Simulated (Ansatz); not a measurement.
An element in the diamond structure gives these cold pressures by all-electron LAPW under LDA (Ansatz 0.2.0, scalar-relativistic, no spin polarisation).

```json
{"V (Å³/atom)": "5.51", "P (GPa)": "0.13"}
{"V (Å³/atom)": "5.18", "P (GPa)": "32.5"}
{"V (Å³/atom)": "4.85", "P (GPa)": "75.4"}
{"V (Å³/atom)": "4.41", "P (GPa)": "155.7"}
{"V (Å³/atom)": "3.96", "P (GPa)": "275.5"}
{"V (Å³/atom)": "3.52", "P (GPa)": "458.3"}
{"V (Å³/atom)": "3.03", "P (GPa)": "794.4"}
{"V (Å³/atom)": "2.48", "P (GPa)": "1485"}
```

(1) Which element is it?

Answers

(1) C. Its zero-pressure volume in this structure is near 5.5 Å³/atom; the volume and the steepness of P(V) together point to it, though neighbours can come close. Neighbours weren't tried against these numbers.
